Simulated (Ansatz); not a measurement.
Input file for Ansatz (a first-principles code):

Ansatz 0.2 input:
```yaml
crystal:
  lattice:
    - [0.0, 2.2248496037, 2.2248496037]
    - [2.2248496037, 0.0, 2.2248496037]
    - [2.2248496037, 2.2248496037, 0.0]
  atoms:
    - { symbol: Nb, position: [0.0, 0.0, 0.0] }
    - { symbol: C, position: [0.5, 0.5, 0.5] }
kpoints:
  mp_grid: { grid: [16, 16, 16] }
hamiltonian:
  xc: pbesol
  pseudopotentials: { kind: paw }
scf:
  occupations: { method: fermi_dirac, width: 0.1 }
phonons:
  method: dfpt
  response_accuracy: low
  eigenvectors: true
  rigid_motions: translations
```

Output (shortened):

```
Pseudopotential: Nb, paw, valence charge 13
Pseudopotential: C, paw, valence charge 4
Functional definition: PBEsol
Crystal: 2 atoms, lattice volume = 22.026 Å³
Basis set: ecut = 420 eV, 411 PW (Γ), exchange–correlation on 48×48×48 points (8 copies of the dense FFT grid, shifted against one another)
Bands: 13, of which v1, the nominal top of the filled ones, is band 9 counted from 1 (8 counted from 0)
Symmetry: 48 space group operations
k-points: 349 of 4096 (irreducible under 8 space group operations, time reversal used)
SCF iter   1: F=—  HF=-4743.399664 eV  |F-HF|=—  |Δ(HF+E_count)|=         —  Δρ=5.49e-3  dr2=6.21e-3  ethr=1.77e-3  ⟨swp⟩=5.0  Hψ=53716  notcnv=0  defer=81
automatic band count: the SCF goes on with 17 bands, as 13 were too few: the levels above may hold too much charge
preconditioner: auto → none
SCF iter   2: F=—  HF=-4743.398569 eV  |F-HF|=—  |Δ(HF+E_count)|=   1.09e-3  Δρ=3.56e-3  dr2=2.85e-3  ethr=3.65e-5  ⟨swp⟩=1.1  Hψ=8814  notcnv=0  defer=89
SCF iter   3: F=—  HF=-4743.397872 eV  |F-HF|=—  |Δ(HF+E_count)|=   6.97e-4  Δρ=4.41e-4  dr2=3.15e-5  ethr=1.68e-5  ⟨swp⟩=2.0  Hψ=6245  notcnv=0  defer=89
SCF iter   4: F=—  HF=-4743.397862 eV  |F-HF|=—  |Δ(HF+E_count)|=   1.03e-5  Δρ=8.98e-5  dr2=1.21e-6  ethr=1.85e-7  ⟨swp⟩=2.6  Hψ=8204  notcnv=0  defer=89
SCF iter   5: F=—  HF=-4743.397863 eV  |F-HF|=—  |Δ(HF+E_count)|=   9.60e-7  Δρ=1.12e-5  dr2=1.85e-8  ethr=7.11e-9  ⟨swp⟩=1.4  Hψ=5625  notcnv=0  defer=89
SCF iter   6: F=—  HF=-4743.397863 eV  |F-HF|=—  |Δ(HF+E_count)|=   7.24e-9  Δρ=1.08e-6  dr2=1.07e-10  ethr=1.09e-10  ⟨swp⟩=2.3  Hψ=8171  notcnv=0  defer=89
SCF iter   7: F=-4743.397863 eV  HF=-4743.397863 eV  |F-HF|=9.09e-13  |Δ(HF+E_count)|=  6.37e-12  Δρ=1.14e-7  dr2=1.33e-12  ethr=1.00e-12  ⟨swp⟩=8.3  Hψ=24711  notcnv=0
SCF 1 converged in 7 iterations: F = -4743.397863 eV  dr2 = 1.33e-12
DFPT response loops at Γ: preconditioner auto → Kerker (q_TF=auto, 2.613 Å⁻¹) (partly filled bands, converged f_vac=0.000) …
SCF converged after 7 iterations
Free energy (F): -4743.397863 eV
Harris-Foulkes:  -4743.397863 eV  (|F-HF|=9.09e-13)
Internal energy: -4743.374360 eV  (E = F + TS)
E sigma→0 (E₀):  -4743.386112 eV
Entropy (-TS):   -0.023503 eV (-11.751 meV/atom)
Fermi energy:    18.952343 eV
--- Per-component energies (eV) ---
  E_band       = -29.592900
  E_kinetic    = 485.152384
  E_local      = -693.207556  (includes V_loc(G=0)·N_el)
  E_nonlocal   = 145.639706
  E_hartree    = 210.477720
  E_xc         = -223.985323
  E_vxc        = -274.226380  (∫ρ·V_xc dr)
  E_paw        = -3111.857560  (= ΣΔE_a)
  E_vpaw       = -113.906523  (= ΣTr[D̂ρ^β])
  E_aug_tail   = 0.000011  (compensation charges beyond the density's cutoff)
  E_ewald      = -1555.803550
  E_core_change = 0.209809  (= ΣΔE_core)
  E_smearing   = -0.023503  (= −TS)
  E_closure    = 0.000000  (closes the sum)
  Σ components = -4743.397863   (vs F -4743.397863, Δ=0.00e0)
  [band-id]    e_kinetic+e_local+e_nonlocal+2·e_hartree+e_vxc+e_vpaw+e_augmentation_tail = -29.592919   (vs E_band -29.592900, Δ=-1.88e-5)
--- Band table (eV; the first three rows and the last of 349) ---
  k-point 0: bands = ["-36.6308", "-12.3716", "-12.3716", "-12.3716", "5.4723", "17.5999", "17.5999", "17.5999", "18.7392", "18.7392", "18.7392", "19.3160", "19.3160", "26.7300", "28.8183", "41.4212", "41.4212"]
  k-point 1: bands = ["-36.6265", "-12.4082", "-12.3750", "-12.3750", "5.5746", "17.1369", "17.4374", "17.4374", "18.1391", "18.1391", "19.0054", "20.2792", "20.2792", "26.9143", "29.0667", "40.5452", "40.9611"]
  k-point 2: bands = ["-36.6141", "-12.5110", "-12.3845", "-12.3845", "5.8717", "16.2455", "16.6475", "16.6475", "18.2085", "18.2085", "19.3842", "21.5907", "21.5907", "27.3896", "29.7466", "38.9712", "39.7114"]
  k-point 348: bands = ["-36.4765", "-12.9208", "-12.9208", "-12.6947", "7.6570", "14.2569", "14.5265", "14.5265", "20.5221", "20.5221", "22.2897", "24.2590", "24.5285", "32.0471", "32.0471", "32.7211", "35.9384"]
--- Phonons (Γ-DFPT): 2 representative perturbations + reference, on 349 of 4096 k-points (Σ response iterations 6) ---
  ASR residual: 5.610e-4 → 0.000e0 eV/Å²; symmetrization residual: 8.930e-7 eV/Å²
  ASR residual per site (eV/Å²): 5.61e-4 1.07e-5
  Γ frequencies (cm⁻¹): 0.00 0.00 0.00 541.80 541.80 541.80
  non-analytic LO–TO correction: not included (Born effective charges unavailable; polar crystals: no LO–TO splitting at Γ)
```

Cost: about 30 core-seconds (a rough figure) on shared cores.

Space group Fm-3m (rock salt). The cell was relaxed with PBEsol under the symmetry of its start; of distortions, only those at the zone centre were tested. No spin polarisation was allowed. As this level gives no gap, phonon frequencies hold no LO–TO term and depend on the k-mesh and smearing (Fermi–Dirac, 0.1 eV here). Scalar-relativistic: spin–orbit coupling is off unless named, which matters more the heavier the elements.

Potentials: the later of the program's two PAW sets.

Ansatz is a plane-wave DFT program.
